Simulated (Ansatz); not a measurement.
Total density of states per atom from r²SCAN (plane waves, PAW; program Ansatz), in 0.25 eV bins, energy from the valence-band maximum:

(E (eV), states/eV/atom): (-7.85, 0.00); (-7.60, 0.00); (-7.35, 0.00); (-7.10, 0.00); (-6.85, 0.00); (-6.60, 1.73); (-6.35, 7.58); (-6.10, 5.33); (-5.85, 4.58); (-5.60, 0.78); (-5.35, 0.02); (-5.10, 0.22); (-4.85, 0.74); (-4.60, 0.79); (-4.35, 0.53); (-4.10, 0.39); (-3.85, 0.28); (-3.60, 0.25); (-3.35, 0.29); (-3.10, 0.56); (-2.85, 0.58); (-2.60, 0.62); (-2.35, 0.79); (-2.10, 0.79); (-1.85, 0.84); (-1.60, 0.95); (-1.35, 0.99); (-1.10, 0.94); (-0.85, 0.64); (-0.60, 0.42); (-0.35, 0.27); (-0.10, 0.10); (0.15, 0.00); (0.40, 0.00); (0.65, 0.00); (0.90, 0.00); (1.15, 0.00); (1.40, 0.00); (1.65, 0.00); (1.90, 0.00); (2.15, 0.00); (2.40, 0.00); (2.65, 0.00); (2.90, 0.00); (3.15, 0.01); (3.40, 0.02); (3.65, 0.03); (3.90, 0.17); (4.15, 0.39); (4.40, 0.56); (4.65, 0.80); (4.90, 0.78); (5.15, 0.70); (5.40, 0.57); (5.65, 0.43); (5.90, 0.43); (6.15, 0.63); (6.40, 0.81); (6.65, 0.62); (6.90, 0.58); (7.15, 0.46); (7.40, 0.81)

### Question
Which of these materials gives this?
(A) ZnCu, CsCl type
(B) LaZn, CsCl type
(C) BaZn2, C2/c (Ba on 4e, Zn on 8f)
(D) ZnS, P3m1 (Pearson symbol hP16)

### Answer
D, ZnS, P3m1 (Pearson symbol hP16). Top 1 eV of the valence band: S 3p 87 %, Zn 3d 9 %. Bottom 1 eV of the conduction band: Zn 4s 58 %, S 3s 27 %, S 3p 12 %. Projections are on Löwdin-orthogonalised atomic valence shells; empty p or d shells of many metals are not among them.

The workflow started from a Materials Project entry (that database holds measured and hypothetical structures alike); the Crystallography Open Database files this formula in space group No. 156, but the cells were not matched. It is not the phase usual at ambient conditions (space group No. 186, 216). The cell was relaxed with r²SCAN under the symmetry of its start; its stability against distortions is not shown here.

Potentials: the later of the program's two PAW sets.
